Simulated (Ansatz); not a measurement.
**WC: from a starting cell to a relaxed one**

The start is a generated cell, WC placed in the AFLOW prototype AB_oP8_62_c_c (B16, as in GeS). The cell and all atomic positions are relaxed at zero pressure with PBE (plane waves to 420 eV, PAW, scalar-relativistic; Ansatz, an electronic-structure program). The first steps use a coarse 3×8×7 k-mesh.

The start:
```
WC
1.0
    8.74923     0.00000     0.00000
    0.00000     3.05635     0.00000
    0.00000     0.00000     3.60213
W C
4 4
Direct
  0.37500   0.25000   0.33300
  0.87500   0.25000   0.16700
  0.62500   0.75000   0.66700
  0.12500   0.75000   0.83300
  0.13900   0.25000   0.38900
  0.63900   0.25000   0.11100
  0.86100   0.75000   0.61100
  0.36100   0.75000   0.88900
```

```json
{
  "largest_initial_force": "about 1.1 eV/Å, on W1, W2, W3, W4 (atoms numbered as listed)",
  "outcome": "The space group goes from Pnma (No. 62) to P4/nmm (No. 129), with 4 atoms in the primitive cell",
  "energy_released": "0.42 eV/atom",
  "Shortest distances (start → end)": "The closest pairs of elements (up to four, under 3.6 Å), start → end: C–W 2.07 → 2.18 Å; W–W 2.93 → 2.93 Å; C–C 2.98 → 2.96 Å",
  "band_gap_at_the_end": "zero (metallic)",
  "optimiser_moves": "21"
}
```

Final structure:

```cif
data_C2W2
_chemical_formula_sum 'W2 C2'
_space_group_name_H-M_alt 'P4/nmm :1'
_space_group_IT_number 129
_space_group_name_Hall 'P 4ab 2ab -1ab'
_cell_length_a 3.06252
_cell_length_b 3.06252
_cell_length_c 4.48781
_cell_angle_alpha 90.000
_cell_angle_beta 90.000
_cell_angle_gamma 90.000
loop_
_space_group_symop_operation_xyz
  'x, y, z'
  '-y+1/2, x+1/2, z'
  '-x, -y, z'
  'y+1/2, -x+1/2, z'
  'x+1/2, -y+1/2, -z'
  '-y, -x, -z'
  '-x+1/2, y+1/2, -z'
  'y, x, -z'
  '-x+1/2, -y+1/2, -z'
  'y, -x, -z'
  'x+1/2, y+1/2, -z'
  '-y, x, -z'
  '-x, y, z'
  'y+1/2, x+1/2, z'
  'x, -y, z'
  '-y+1/2, -x+1/2, z'
loop_
_atom_site_label
_atom_site_type_symbol
_atom_site_symmetry_multiplicity
_atom_site_Wyckoff_symbol
_atom_site_fract_x
_atom_site_fract_y
_atom_site_fract_z
_atom_site_occupancy
W1 W 2 c 0.50000 0.00000 0.22065 1
C1 C 2 c 0.00000 0.50000 0.27500 1
```

Final values are on a 15×15×11 k-mesh of the relaxed cell. No spin polarisation in the result.

The run could not lose the symmetry of its start: the end is stationary, and may be a saddle point rather than a minimum.

The relaxed structure here is a generated cell of WC: the first start was made by placing the elements on the sites of a structure type, and the end was not matched to a known phase here, so it may be hypothetical. Known forms of WC include space group No. 187.
